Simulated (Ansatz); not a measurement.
The cell below belongs to a search over invented structures; it isn't taken from experiment.

Input and command of a plane-wave DFT calculation in Ansatz:

```yaml
crystal:
  lattice:
    - [5.2435829379, 0.0, 0.0]
    - [-2.621791469, 4.5410760311, 0.0]
    - [0.0, 0.0, 5.7613035011]
  atoms:
    - { symbol: Eu, position: [0.0, 0.0, 0.5], spin: 7.34 }
    - { symbol: Ti, position: [0.0, 0.0, 0.0], spin: 2.32 }
    - { symbol: Se, position: [0.3333333333, 0.6666666667, 0.5] }
    - { symbol: Se, position: [0.6666666667, 0.3333333333, 0.5] }
basis:
  ecutwfc: 420
kpoints:
  mp_grid: { grid: [12, 12, 8] }
hamiltonian:
  xc: pbe
scf:
  occupations: { method: gaussian, width: 0.1 }
output:
  forces: true
  stress: true
  eigenvalues: true
  populations: true
magnetization:
  spin_polarized: true
relax:
  adjacent_minimum: "off"
  f_tol: 0.01
  max_steps: 80
  cell: { stress_tol: 0.05 }
```

```bash
ansatz run input.yaml --threads 1 --pin off --max-ram 2560MiB --backend cpu --events-out ev --progress --plain --runs-dir out
```

Processor: Intel(R) Xeon(R) 6975P-C (Granite Rapids), 1 thread, on a host shared with other jobs.

Question: Estimate time, memory and problem size.

Answer: About 5.2 min, peak memory 1.4 GiB. It solves 43 bands at 95 k points (after reduction by symmetry) with about 2629 plane waves (on the last cell), in 90 SCF iterations over 5 ionic steps.
